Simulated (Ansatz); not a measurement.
This guess for Cs2YInC6N6 is about to be relaxed.

Space group Fm-3m (No. 225). a = 10.747 Å, b = 10.747 Å, c = 10.747 Å, α = 90.00°, β = 90.00°, γ = 90.00°
| atom | site | symmetry | x | y | z |
| --- | --- | --- | --- | --- | --- |
| Cs | 8c | -43m | 0.2500 | 0.7500 | 0.7500 |
| Y | 4a | m-3m | 0.0000 | 0.0000 | 0.0000 |
| In | 4b | m-3m | 0.5000 | 0.0000 | 0.0000 |
| C | 24e | 4m.m | 0.1960 | 0.0000 | 0.0000 |
| N | 24e | 4m.m | 0.3048 | 0.0000 | 0.0000 |

The calculation used DFT PBE, scalar-relativistic, plane waves, PAW in Ansatz 0.2.0. Cutoff 420 eV, Gaussian smearing, Γ-centred meshes. Cell and atoms relax first on a coarse mesh and then on a finer one. In between, the cell is made exact in the group found at 0.06 Å. In metals the finer mesh still leaves noise of several meV/atom or more. The steps can't lower the symmetry of their start. No spin polarisation.

A guess keeps its type if space group and coordination stay and the shape of the cell changes little (axis ratios within about 15 %, angles within 6°); the volume may change.

**Question.** Will the relaxed cell still be of the starting type?

**Answer.** It keeps its type. The symmetry stays Fm-3m (No. 225). The volume per atom grows by 29.9 %, from 19.4 to 25.2 Å³. The shortest distance goes from 1.17 Å (C–N) to 1.18 Å (C–N). Counting neighbours within 15 % of an atom's shortest distance, the start has C 1, Cs 24, In 6, N 1, Y 6 and the end C 1, Cs 24, In 6, N 1, Y 6.

The zero of energy is the elements' standard structures at the same level (N₂ as a molecule); no fitted shifts are applied.

**Question.** At what energy does it end?

**Answer.** +0.04 eV/atom. A positive value: parting into the elements would lower its energy.

The last run used a 6×6×6 mesh for its 16-atom cell and Gaussian smearing of 0.10 eV. The cell is a metal run without spin, though a test with spin on the coarse mesh kept 2.0 μB a cell, so a magnetic state probably lies lower. The reference form of C is held partly by dispersion forces, which this level lacks. A structure relaxed within its symmetry needn't be a true minimum.
